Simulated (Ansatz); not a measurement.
Sb₂O₅ in space group Cmcm (No. 63; Sb on 8f, O on 4c, O on 8f, O on 8f), the program Ansatz at the r²SCAN level (PAW), all energies at zero smearing, with the estimated change up to a 700 eV cutoff added, with one set of potentials and settings (totals compare only within such a set). Cell of 14 atoms (4 Sb, 10 O): -31674.947 eV.

```csv
element,reference phase,E (eV/atom)
Sb,"R-3m, 2 atoms in the cell",-6499.1272
O,"C2/m, 4 atoms in the cell, spin-polarised",-566.0281
```

Formation energy per atom, worked out: (-31674.947 − 4×(-6499.1272) − 10×(-566.0281))/14 = -1.297 eV/atom (-125 kJ per mol of atoms), at 0 K, without zero-point energy or fitted corrections.

The workflow started from a Materials Project entry (that database holds measured and hypothetical structures alike); the Crystallography Open Database copy checked does not list it. COD files the formula under space group No. 15, so this cell is another polymorph or a model. Whether it is the stable phase at ambient conditions was not checked. The cell was relaxed with r²SCAN under the symmetry of its start; its stability against distortions is not shown here. The references are the lowest solids computed at this level, not always the standard phases (solids in place of the gases). Spin–orbit coupling is left out wherever it is not named.

Potentials: the later of the program's two PAW sets.
